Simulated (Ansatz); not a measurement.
Cs (bcc, W type), conventional cell a = b = c = 6.1568 Å, α = β = γ = 90.00°. The calculation uses the primitive cell of 1 atom, to which meshes and values per cell refer.

This relaxed cell (volume V₀) is scaled evenly in all directions, its shape held. Symmetry pins the atoms to their sites.

All values below come from PBE (plane waves to 420 eV, PAW, scalar-relativistic; Ansatz, a program for electronic structure). k mesh 11×11×11 (Γ-centred), Fermi-Dirac smearing 0.05 eV. E stands for the smeared free energy. Stress and pressure are positive under compression. Cs was relaxed with its symmetry unable to fall. The PAW data are Ansatz's earlier set. ΔE is measured from the relaxed starting cell.

**Question.** What ΔE (meV/atom) and P (GPa) does the calculation give at V/V₀ = 0.900, 0.980, 1.020, 1.040, 1.060?

**Answer.** 
| V/V₀ | ΔE (meV/atom) | P (GPa) |
|---|---|---|
| 0.900 | 8 | 0.2 |
| 0.980 | 0 | 0.0 |
| 1.020 | 0 | 0.0 |
| 1.040 | 1 | -0.1 |
| 1.060 | 2 | -0.1 |

(Under strain, the slope of the energy per volume gives the stress and its curvature an elastic modulus.)
